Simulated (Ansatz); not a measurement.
ZnS:
```yaml
crystal:
  lattice:
    - [3.80843, 0.00000, 0.00000]
    - [-1.90421, 3.29820, 0.00000]
    - [0.00000, 0.00000, 24.93483]
  atoms:
    - { symbol: Zn, position: [0.33333, 0.66667, 0.12505] }
    - { symbol: Zn, position: [0.00000, 0.00000, 0.00027] }
    - { symbol: Zn, position: [0.66667, 0.33333, 0.62487] }
    - { symbol: Zn, position: [0.66667, 0.33333, 0.87526] }
    - { symbol: Zn, position: [0.00000, 0.00000, 0.75008] }
    - { symbol: Zn, position: [0.33333, 0.66667, 0.37509] }
    - { symbol: Zn, position: [0.00000, 0.00000, 0.49987] }
    - { symbol: Zn, position: [0.66667, 0.33333, 0.25006] }
    - { symbol: S, position: [0.66667, 0.33333, 0.34382] }
    - { symbol: S, position: [0.66667, 0.33333, 0.96900] }
    - { symbol: S, position: [0.33333, 0.66667, 0.21865] }
    - { symbol: S, position: [0.00000, 0.00000, 0.59346] }
    - { symbol: S, position: [0.00000, 0.00000, 0.09384] }
    - { symbol: S, position: [0.00000, 0.00000, 0.84380] }
    - { symbol: S, position: [0.33333, 0.66667, 0.46866] }
    - { symbol: S, position: [0.66667, 0.33333, 0.71862] }
```

Relaxed with r²SCAN.

### Question
Map the electron localisation function on the plane through (0.333, 0.667, 0.125) spanned by u = [0, 0, 1] and v = [1, -1, 0] in lattice vectors, from r²SCAN in the plane-wave PAW code Ansatz.

### Answer
x is the fraction of u, y of v (the angle between them is 90°; rows are the nearest grid lines); atoms in the plane: Zn at (0.00, 0.00), Zn at (0.88, 0.67), Zn at (0.50, 0.33), Zn at (0.75, 0.33), Zn at (0.62, 0.67), Zn at (0.25, 0.00), Zn at (0.37, 0.67), Zn at (0.12, 0.33), S at (0.22, 0.33), S at (0.84, 0.33).
```
y \ x   0.000  0.100  0.175  0.275  0.375  0.450  0.550  0.625  0.725  0.825  0.900   1.00
------  -----  -----  -----  -----  -----  -----  -----  -----  -----  -----  -----  -----
1.00    0.000  0.011  0.019  0.076  0.791  0.010  0.006  0.016  0.016  0.011  0.010  0.000
0.909   0.066  0.758  0.020  0.175  0.835  0.135  0.012  0.066  0.214  0.027  0.040  0.066
0.848   0.211  0.789  0.018  0.143  0.481  0.577  0.017  0.136  0.681  0.053  0.120  0.211
0.758   0.837  0.210  0.012  0.040  0.066  0.807  0.020  0.076  0.759  0.105  0.175  0.837
0.697   0.806  0.022  0.007  0.012  0.000  0.670  0.019  0.000  0.071  0.123  0.091  0.806
0.606   0.819  0.033  0.017  0.016  0.006  0.776  0.024  0.005  0.544  0.131  0.134  0.819
0.545   0.764  0.086  0.125  0.044  0.173  0.836  0.086  0.154  0.898  0.383  0.150  0.764
0.455   0.286  0.149  0.542  0.216  0.108  0.400  0.533  0.765  0.225  0.832  0.204  0.286
0.394   0.045  0.145  0.698  0.381  0.036  0.141  0.704  0.832  0.145  0.785  0.381  0.045
0.303   0.020  0.108  0.728  0.427  0.021  0.133  0.735  0.802  0.111  0.693  0.433  0.020
0.242   0.066  0.168  0.636  0.287  0.122  0.113  0.645  0.808  0.166  0.811  0.312  0.066
0.152   0.169  0.840  0.195  0.135  0.662  0.054  0.257  0.495  0.119  0.587  0.079  0.169
0.0909  0.076  0.846  0.039  0.163  0.809  0.026  0.048  0.123  0.055  0.150  0.026  0.076
0.000   0.000  0.011  0.019  0.076  0.791  0.010  0.006  0.016  0.016  0.011  0.010  0.000
```

The density is the valence pseudo-density with augmentation charge, so density and ELF within about 1 Å of a nucleus are not all-electron values.

Space group P3m1. The workflow started from a Materials Project entry (that database holds measured and hypothetical structures alike); the Crystallography Open Database files this formula in space group No. 156, but the cells were not matched. It is not the phase usual at ambient conditions (space group No. 186, 216). The r²SCAN relaxation kept the symmetry of its start; its stability against distortions is not shown here.

Potentials: the later of the program's two PAW sets.
